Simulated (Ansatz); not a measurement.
TePb2S in space group R-3m (No. 166; Te on 3b, Pb on 6c, S on 3a), LDA (plane waves, PAW; program Ansatz). The conduction-band minimum lies at F, with 3 equivalent valleys. Second derivatives d²E/dk² of the lowest band at one valley (eV·Å²), along Cartesian directions:

```json
[
 {"direction": "[100]", "d²E/dk²": "60.32"},
 {"direction": "[010]", "d²E/dk²": "70.12"},
 {"direction": "[001]", "d²E/dk²": "75.73"},
 {"direction": "[110]", "d²E/dk²": "56.74"},
 {"direction": "[101]", "d²E/dk²": "56.86"},
 {"direction": "[011]", "d²E/dk²": "66.49"}
]
```

**Question.** Find the principal effective masses, the density-of-states mass and the conductivity mass.

**Answer.** Off-diagonal terms follow from H_xy = H[110] − (H_xx + H_yy)/2, and m*/mₑ = 7.620 eV·Å² over each eigenvalue: 0.093, 0.10, 0.15. One valley's DOS mass (m₁m₂m₃)^(1/3) = 0.11, conductivity mass 3/(Σ 1/mᵢ) = 0.11 mₑ.

**Question.** What effective density of states Nc follows at 300 K for parabolic valleys?

**Answer.** Nc = 2.509e19 × 3 × (0.11)^(3/2) ≈ 2.7e18 cm⁻³.

The first step of the workflow began from a Materials Project structure, measured or hypothetical; the Crystallography Open Database copy checked does not list it. Its standing as an ambient phase is unchecked. Symmetry was held in the LDA relaxation; of distortions, only those at the zone centre were tested. Spin–orbit coupling is left out wherever it is not named.

Potentials: the later of the program's two PAW sets.

Edges and masses are those of Kohn–Sham bands, whose gap is no quasiparticle gap.
